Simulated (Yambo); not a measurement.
G0W0@PBEsol for CdO₂H₂ (space group P-3m1, No. 164) in Yambo. Reference settings: 3×3×2 Γ-centred k mesh, bands 9 to 158 and a 7 Ry block in the screening, 158 bands in G with the Bruneval-Gonze terminator, plasmon pole fitted at 27.2 eV. The PBEsol gap A → Γ on this mesh is 1.65 eV; G0W0 gaps are taken between the same points.

The settings were changed. The gap went from 3.40 eV to 3.25 eV, and the shift of the valence edge from -0.98 eV to -0.73 eV.

Problem. What was changed between the two runs?
A. 70 bands in W, 70 bands in G
B. no terminator
C. 6 Ry block
D. 70 bands in G

Solution. B, no terminator. The others gave (gap, valence shift): 6 Ry block: 3.38, -0.97 eV; 70 bands in G: 3.43, -0.97 eV; 70 bands in W, 70 bands in G: 3.74, -0.90 eV.

Spin-orbit coupling is included.

Geometry relaxed with PBE+D3(BJ); primitive cell a = b = 3.5433 Å, c = 4.5852 Å, α = β = 90.00°, γ = 120.00°.

The structure is a Materials Project entry; no match was found in the copy of COD used, and its stability was not checked.

A shift is the quasiparticle energy of the state minus its PBEsol energy.
